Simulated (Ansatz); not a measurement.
Na: a film clamped to a substrate

Computed with DFT PBEsol, scalar-relativistic, plane waves, PAW (Ansatz). Settings: plane waves to 420 eV, k-mesh 16×16×16 (Γ-centred), Gaussian smearing 0.15 eV. No spin polarisation. Energies are free energies at this smearing, counted from the undisturbed cell; pressure is positive in compression.

Reference structure (as given, not relaxed at this level; it stands at -0.3 GPa):

```
CELL_PARAMETERS angstrom
-2.11750 2.11750 2.11750
2.11750 -2.11750 2.11750
2.11750 2.11750 -2.11750
ATOMIC_POSITIONS crystal
Na 0.00000 0.00000 0.00000
```

The cell (1 atom, V0 = 37.98 Å³) is strained by p along both x and y and by q along z, fractional coordinates fixed. τp = (1/V0) ∂E/∂p = (σxx + σyy)(1 + p)(1 + q) and τq = (1/V0) ∂E/∂q = σzz(1 + p)², with tension positive.

```
     p q  ΔE (meV/atom)  τp (GPa)  τq (GPa)
 0.000   0.000           0.00      0.66      0.33
-0.015   0.000          -1.58      0.22      0.13
 0.015   0.000           3.08      1.07      0.52
 0.000  -0.015          -0.96      0.47      0.21
 0.000   0.015           1.37      0.85      0.44
```

Get the second derivatives of the energy density.

Central differences give A = ∂τp/∂p = 28.2 GPa (C11 + C22 + 2 C12), C = ∂τq/∂q = 7.7 GPa (C33) and the cross term B = ∂τq/∂p = 13.0 GPa (C13 + C23); ∂τp/∂q = 12.9 GPa must equal B, and any difference shows higher-order terms. The ions are clamped. In a cubic crystal C11 = C = 7.7, C12 = B/2 = 6.5 GPa and A should be 2(C11 + C12) = 28.3 GPa; the bulk modulus is (C11 + 2 C12)/3 = 6.9 GPa.

A film of this crystal grows with z along the normal on a substrate that imposes p. How does its thickness respond, and what does the misfit cost?

Count p and q from the stress-free cell. A free surface needs τq = 0, so q = −(B/C) p = -1.69 p. The energy density left is (A − B²/C) p²/2 = M p², with the biaxial modulus M = 3.2 GPa (a small difference of large numbers, so errors of a few per cent in A, B and C become tens of per cent in M); a misfit of 1 % costs 0.08 meV/atom, against 0.33 meV/atom if the thickness were held.

At p = -0.030 the energies along q are 0.1 (q = -0.030), -1.0 (q = -0.015), -1.5 (q = 0.000), -1.6 (q = 0.015), -1.4 (q = 0.030) meV/atom.

Does the linear rule hold at this misfit?

A parabola through the lowest point and its neighbours has its minimum at q = 0.012, -1.6 meV/atom. With the stress left in the starting cell, τp0 and τq0, linear elasticity gives q = −(τq0 + Bp)/C = 0.008 and E = V0(τp0 p + τq0 q + Ap²/2 + Bpq + Cq²/2)/N = -1.7 meV/atom. The two agree within a tenth in energy.

In a metal these slopes depend on the k mesh and the smearing.